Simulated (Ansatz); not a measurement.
According to DFT-PBEsol in the program Ansatz with PAW potentials, LiNbO₃ in the trigonal phase (R3c; Li on 6a, Nb on 6a, O on 18b) relaxes to a = 5.134 Å, c = 13.827 Å. Against the elements it lies at -2.58 eV/atom, with no fitted shifts.

The Kohn–Sham gap is 3.51 eV (indirect). The screened hybrid HSE06 puts the gap at 4.99 eV. Gap from PBEsol with spin–orbit coupling: 3.47 eV. Electrons at the band edge weigh 0.81, 1.8, 2.1 mₑ (principal values).

The bulk modulus is 108 GPa. The relaxed-ion elastic constants in GPa are C11 = 198, C12 = 59.9, C13 = 68.5, C14 = 9.6, C33 = 233, C44 = 58.1. The elastic constants imply a Debye temperature near 563 K. Perturbation theory gives ε∞ = 5.50 (xx = yy), 5.31 (zz). Born charges are Li +1.15, Nb +7.07, O -2.74 e.

The PBEsol relaxation kept the symmetry of its start. The run is not spin-polarised. The references are the lowest solids computed at this level, not always the standard phases (solids in place of the gases). Spin–orbit coupling is left out wherever it is not named.

Potentials: the earlier of the program's two PAW sets. The files were generated under PBE; for other functionals the program regenerates the frozen cores, and for LDA and PBEsol the local potential too.
